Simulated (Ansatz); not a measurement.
PbF4:
```
CELL_PARAMETERS angstrom
     -2.14258     2.14258     3.92389
      2.14258    -2.14258     3.92389
      2.14258     2.14258    -3.92389
ATOMIC_POSITIONS crystal
  Pb 0.00000 0.00000 0.00000
  F  0.74888 0.74888 0.00000
  F  0.25112 0.25112 0.00000
  F  0.50000 0.00000 0.50000
  F  0.00000 0.50000 0.50000
```

Relaxed with r²SCAN+D4.

**Question.** Tabulate the valence density and the electron localisation function along the shortest Pb–F contact (1.97 Å), DFT-r²SCAN+D4 in the program Ansatz with PAW potentials.

**Answer.** 

```
distance from Pb (Å)  density (e/Å³)   ELF
--------------------  --------------  ----
0.20                            9.45  0.00
0.30                            7.93  0.00
0.39                            6.28  0.02
0.49                            4.73  0.06
0.59                            3.39  0.13
0.69                            2.33  0.21
0.79                            1.56  0.25
0.89                            1.10  0.25
0.99                            0.88  0.24
1.08                            0.88  0.30
1.18                            1.06  0.47
1.28                            1.47  0.64
1.38                            2.24  0.71
1.48                            3.58  0.71
1.58                            5.49  0.66
1.68                            7.84  0.57
1.77                           10.45  0.48
```

The density is the valence pseudo-density with augmentation charge, so density and ELF within about 1 Å of a nucleus are not all-electron values.

Space group I4/mmm. The workflow started from a Materials Project entry (that database holds measured and hypothetical structures alike); the Crystallography Open Database files this formula in space group No. 139, but the cells were not matched. Its standing as an ambient phase is unchecked. The r²SCAN+D4 relaxation kept the symmetry of its start; whether a distortion lowers the energy is not shown. Scalar-relativistic: spin–orbit coupling is off unless named, which matters more the heavier the elements.

Potentials: the later of the program's two PAW sets.
